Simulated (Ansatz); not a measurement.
Calculated Ti-49 nuclear quadrupole resonance for TiTe2

Cell: a diffraction structure from the COD, ions relaxed with PBE at fixed cell.

```yaml
crystal:
  lattice:
    - [3.77700, 0.00000, 0.00000]
    - [-1.88850, 3.27098, 0.00000]
    - [0.00000, 0.00000, 6.49800]
  atoms:
    - { symbol: Ti, position: [0.00000, 0.00000, 0.00000] }
    - { symbol: Te, position: [0.66667, 0.33333, 0.26325] }
    - { symbol: Te, position: [0.33333, 0.66667, 0.73675] }
```

Sites (sets of like atoms) are named by element and the number of their first atom in this list.

Method: Kohn–Sham DFT in Ansatz, r2SCAN, plane waves and PAW, scalar-relativistic, 500 eV cutoff, Γ-centred 10×10×5 k-points, Fermi–Dirac smearing 0.05 eV.

Ti-49: I = 7/2, Q = 247.0 mb (year-2017 value). Static lattice, zero field.

**Question.** Predict the zero-field Ti-49 lines of each site.

**Answer.** For I = 7/2 and η = 0 the lines are |C_Q|/14 times 1, 2 and 3; η shifts the lowest up most.

| site | atoms | V_zz (10²¹ V/m²) | C_Q (MHz) | η | line frequencies (MHz) |
| --- | --- | --- | --- | --- | --- |
| Ti | 1 | -2.71 | -16.2 | 0.00 | 1.15, 2.31, 3.46 |

**Question.** And for ⁴⁷Ti (I = 5/2, Q = 302.0 mb) on Ti?

**Answer.** C_Q scales with Q to -19.8 MHz, with lines at 2.96, 5.93 MHz.

An axis of threefold or higher order runs through Ti, so V_zz lies along it and η is zero.

The run finds no gap above 0.1 eV (a metal, or nearly one), so the gradients can move by 10 % or more with the k-mesh. Without spin–orbit coupling the gradients at and beside Te can be off by some per cent, at some sites by more.
